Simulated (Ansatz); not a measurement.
Mo in space group P6/mmm (No. 191; Mo on 1a, Mo on 2d) at seven volumes, r²SCAN in the plane-wave PAW code Ansatz, shape and atoms relaxed at each. One row is withheld.

| V (Å³/atom) | P (GPa) |
|---|---|
| 14.501 | ? |
| 14.979 | 17.57 |
| 15.457 | 8.13 |
| 15.935 | 0.01 |
| 16.413 | -6.93 |
| 16.891 | -12.84 |
| 17.369 | -17.89 |

**Question.** Fit the shown pressures and predict the withheld one.

**Answer.** P = (3/2)B₀(x^(7/2) − x^(5/2))[1 + (3/4)(B′ − 4)(x − 1)] with x = (V₀/V)^(2/3). Least squares on the six rows gives V₀ = 15.936 Å³/atom, B₀ = 249 GPa, B′ = 4.22. At V = 14.501, x = 1.0649 and P = 28.69 GPa. The run itself gave 28.49 GPa.

The start of the workflow was typed in or built on a structure type; neither database checked (COD, Materials Project) lists it. It is not the phase usual at ambient conditions (space group No. 229). The cell was relaxed with r²SCAN under the symmetry of its start. At this level the phase is mechanically unstable. No spin polarisation was allowed.

Potentials: the earlier of the program's two PAW sets.
